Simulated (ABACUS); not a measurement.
A self-consistent single point of TiSi2 (C2, 6 atoms in the cell; from Materials Project mp-2582, changed as shown).

```xyz
6
Lattice="0.0000 4.1175 4.2629 2.3895 0.0000 4.2629 2.3895 4.1175 0.0000" Properties=species:S:1:pos:R:3 pbc="T T T"
Ti     2.3895     4.1175     4.2629
Ti     3.5843     6.0263     6.3944
Si     2.3895     6.8963     4.2629
Si     2.3895     1.3388     4.2629
Si     1.1948     3.3975     2.1315
Si     1.1948     0.7200     2.1315
```

Level of theory: LDA (PW92), numerical atomic orbitals DZP (confined pseudo-atomic orbitals with Gaussian additions; energy shift 0.01 Ry), PseudoDojo 0.4 standard norm-conserving LDA (tails mended) pseudopotentials (ABACUS).

ABACUS settings:

* **basis**: DZP numerical atomic orbitals, energy shift 0.01 Ry
* **KPT**: Gamma 6 6 6 0 0 0
* **basis_type**: lcao
* **dft_functional**: PWLDA
* **ecutwfc**: 100 Ry
* **smearing_method**: gaussian
* **smearing_sigma**: 0.0146997 Ry
* **potentials**: PseudoDojo 0.4 standard norm-conserving LDA (tails mended)
* **symmetry**: 1
* **symmetry_prec**: 1e-05
* **ks_solver**: genelpa
* **scf_nmax**: 100
* **scf_thr**: 1.0e-07
* **mixing_type**: broyden

Results:

- Number of valence electrons = 40
- Number of bands = 30
- Number of k-points after the program's reduction = 68
- Size of the basis = 104
- Number of SCF iterations = 12
- Free energy E − TS = -3696.9280 eV
- Fermi level (on the code's own zero) = 12.46 eV
- Pressure = -3.37 GPa
- Largest force (vector length) = 1.345 eV/Å

Forces (eV/Å):
| atom | Fx | Fy | Fz |
|---|---|---|---|
| Ti1 | 0.000 | -0.127 | 0.000 |
| Ti2 | 0.000 | 1.345 | 0.000 |
| Si3 | 0.000 | -0.366 | 0.000 |
| Si4 | 0.000 | -0.052 | 0.000 |
| Si5 | 0.000 | -0.386 | 0.000 |
| Si6 | 0.000 | -0.413 | 0.000 |

Stress (GPa, positive for compression):
```
-3.01   0.00  -2.01
 0.00  -2.31   0.00
-2.01   0.00  -4.79
```

For comparison: a first run was changed to give this one (atom 2 moved by -0.15 angstrom along y), and from it to this one the free energy goes up by 16.6 meV/atom, the pressure goes from -3.91 to -3.37 GPa and the largest force goes from 0.123 to 1.345 eV/Å.

The atom-centred basis is finite, which shifts total energies, pressures and forces against plane waves. Forces above 1 eV/Å remain at this geometry, of which the finite basis can carry a part. The structure comes from a collection of computed structures, made at another level of theory; the collection holds predicted forms beside known ones. No clean gap shows at this smearing width and mesh (spacing up to 0.28 Å⁻¹); the mesh is coarse for partly filled bands, so the values carry mesh errors.

Cost on one core: very roughly 80 core-seconds.

The atomic orbitals were generated for these runs; they are not ABACUS's published sets and were checked against plane waves on a few crystals only.

“Tails mended”: in these copies of the files the far tail of each local potential was reset to the Coulomb form.
